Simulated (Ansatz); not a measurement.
SrGe$_{2}$Au$_{2}$:
```yaml
crystal:
  lattice:
    - [-2.25322, 2.25322, 5.16419]
    - [2.25322, -2.25322, 5.16419]
    - [2.25322, 2.25322, -5.16419]
  atoms:
    - { symbol: Sr, position: [0.00000, 0.00000, 0.00000] }
    - { symbol: Ge, position: [0.37872, 0.37872, 0.00000] }
    - { symbol: Ge, position: [0.62128, 0.62128, 0.00000] }
    - { symbol: Au, position: [0.75000, 0.25000, 0.50000] }
    - { symbol: Au, position: [0.25000, 0.75000, 0.50000] }
```

Relaxed with PBEsol.

**Question.** Give the Bader charges and basin volumes of the independent atoms, DFT-PBEsol in the program Ansatz with PAW potentials.

**Answer.** 

```json
[
 {"atom": "Sr1", "Bader charge (e)": "+1.36", "Bader volume (Å³)": "18.8"},
 {"atom": "Ge2", "Bader charge (e)": "+0.02", "Bader volume (Å³)": "19.1"},
 {"atom": "Au4", "Bader charge (e)": "-0.70", "Bader volume (Å³)": "23.9"}
]
```

Space group I4/mmm. The workflow started from an entry of the Crystallography Open Database (COD). Whether it is the stable phase at ambient conditions was not checked. The PBEsol relaxation kept the symmetry of its start; its stability against distortions is not shown here. Scalar-relativistic: spin–orbit coupling is off unless named, which matters more the heavier the elements.

Potentials: the later of the program's two PAW sets.
